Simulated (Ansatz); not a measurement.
BaO:
```yaml
crystal:
  lattice:
    - [0.00000, 2.78682, 2.78682]
    - [2.78682, 0.00000, 2.78682]
    - [2.78682, 2.78682, 0.00000]
  atoms:
    - { symbol: Ba, position: [0.00000, 0.00000, 0.00000] }
    - { symbol: O, position: [0.50000, 0.50000, 0.50000] }
```

Relaxed with PBE. Special points in fractions of this cell's reciprocal vectors: Γ (0.000, 0.000, 0.000); X (0.500, 0.000, 0.500); U (0.625, 0.250, 0.625); K (0.375, 0.375, 0.750); L (0.500, 0.500, 0.500); W (0.500, 0.250, 0.750).

List the band energies nearest the valence-band maximum at these points for plane-wave PAW PBE (Ansatz code).

In eV from the valence-band maximum; about four levels below and three above (degenerate sets whole), none deeper than 8.9 eV; points with the same levels are listed once.

```tsv
k	below	above
Γ	-0.40 -0.40 -0.40	3.52 4.75 4.75 4.75
X	-0.19 -0.19 0.00	2.10 5.95 8.36
U	-0.90 -0.72 -0.14	3.44 6.34 6.95
L	-1.90 -1.39 -1.39	4.94 7.15 7.15
W	-1.28 -0.20 -0.20	4.54 4.54 6.81
```

Space group Fm-3m (rock salt). The cell was relaxed with PBE under the symmetry of its start. Spin–orbit coupling is left out wherever it is not named.

Potentials: the later of the program's two PAW sets.
